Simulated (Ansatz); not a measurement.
# Cr$_{2}$O$_{3}$: do energies and stresses tell the same story?

These are results of DFT PBEsol, scalar-relativistic, plane waves, PAW in Ansatz 0.2.0, not measurements.

Settings: cutoff 420 eV, Γ-centred mesh 12×12×12 on the computed 10-atom cell, Gaussian smearing of 0.02 eV; collinear spin from starting moments 2.64 2.64 2.64 2.64 0 0 0 0 0 0 μB.

Relaxed cell: R-3c, a = 4.972 Å, b = 4.972 Å, c = 13.417 Å, α = 90.00°, β = 90.00°, γ = 120.00°, 10 atoms in the primitive cell.

Energies at zero smearing and pressures from the stress tensor, at volumes with shape and atoms relaxed:
| V (Å³/atom) | E − E(first) (meV/atom) | P (GPa) |
| --- | --- | --- |
| 9.002 | 0.00 | 16.91 |
| 9.289 | -21.91 | 7.77 |
| 9.577 | -28.68 | 0.00 |
| 9.864 | -22.62 | -6.59 |
| 10.151 | -5.67 | -12.15 |

Question: Check P = −dE/dV between neighbouring volumes, and get the bulk modulus from the pressures alone.

Answer: With 1 eV/Å³ = 160.2 GPa:
| middle V (Å³/atom) | −ΔE/ΔV (GPa) | mean P (GPa) |
| --- | --- | --- |
| 9.146 | 12.216 | 12.340 |
| 9.433 | 3.779 | 3.885 |
| 9.720 | -3.382 | -3.294 |
| 10.007 | -9.449 | -9.368 |

The two differ by 0.12 GPa at most. The mean of two end pressures misses the average over a step by about ΔV² P″/12, up to 0.12 GPa here; with that taken off 0.00 GPa remains. Around V = 9.577 Å³/atom, the two neighbours give B = −V ΔP/ΔV = 9.577 × 14.36 / 0.575 = 239.3 GPa, against B0 = 238.0 GPa from the Birch–Murnaghan fit of the energies.

The run saw a state lower than the one given here. Moments started parallel, and an antiferromagnetic order may lie lower.

Only this magnetic start was tried.